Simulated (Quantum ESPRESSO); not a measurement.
Ga3ZnN4, a curve over strain

A calculation, not a measurement. The program is pw.x of Quantum ESPRESSO 7.5 (plane-wave density functional theory). The cell is made up: 8 atoms on a wurtzite lattice, with randomly drawn elements, strain and displacements, not relaxed. PseudoDojo standard norm-conserving files (v0.5 for PBE, v0.4.1 for LDA and PBEsol) set the functional; there is no spin polarisation, spin-orbit coupling or dispersion term, and the masses in the input are unused placeholders. A spin-polarised start on this cell or one of its family kept no moment.

Seven runs add a strain to one cell (the same along x and y); the atoms follow the cell and are not relaxed. Stress in the table is positive in tension.

Input of the run at -0.0015:

```
&control calculation='scf', pseudo_dir='./dojo.nc.sr.pbe.v0_5.standard.upf', outdir='./o', disk_io='low', tprnfor=.true., tstress=.true. /
&system ibrav=0, nat=8, ntyp=3, nbnd=50, ecutwfc=84.00895049, nosym=.true., tot_charge=0,
 occupations='smearing', smearing='fd', degauss=0.0073498644
/
&electrons conv_thr=7.350e-09, electron_maxstep=60, /
ATOMIC_SPECIES
Ga 1.0 Ga.upf
N 1.0 N.upf
Zn 1.0 Zn.upf
CELL_PARAMETERS angstrom
3.1908 -0.0084 0.009
-0.0145 5.4519 -0.0172
0.0147 -0.0162 5.1833
ATOMIC_POSITIONS angstrom
Ga -0.05 0.0866 -0.0051
Ga 1.6171 2.8333 0.0305
Ga 1.6269 0.921 2.5533
Zn -0.0306 3.5701 2.6306
N 0.0748 -0.088 1.9219
N 1.6177 2.6291 2.0363
N 1.5521 0.9373 4.5757
N -0.0724 3.5994 4.5784
K_POINTS automatic
8 6 6 1 1 1
```

```
added strain  free energy less that of the input shown (eV)  stress xx (GPa)  stress yy (GPa)  stress zz (GPa)  stress xy (GPa)  pressure (GPa)  iterations
     -0.0170                                         0.3037           -19.28           -25.28           -11.09            -6.39           18.55          13
     -0.0114                                         0.1753           -15.79           -21.68           -10.06            -6.03           15.84          13
     -0.0015                                         0.0000           -10.12           -15.81            -8.35            -5.46           11.43          12
     +0.0047                                        -0.0796            -6.87           -12.44            -7.36            -5.12            8.89          12
     +0.0122                                        -0.1454            -3.21            -8.65            -6.22            -4.73            6.03          13
     +0.0177                                        -0.1751            -0.72            -6.05            -5.44            -4.46            4.07          13
     +0.0227                                        -0.1885             1.40            -3.82            -4.75            -4.22            2.39          13
```

A cubic fit gives a slope of stress xx against the added strain of 534 GPa at zero added strain, with the atoms clamped. Across the table the free energy follows the integral of the stress to within 1.2 meV. A rerun of one of the cells at 1437 eV and a 10 x 8 x 8 mesh moved values by no more than 0.004 eV in energy, 0.04 GPa in stress and 0.004 eV/Å in force.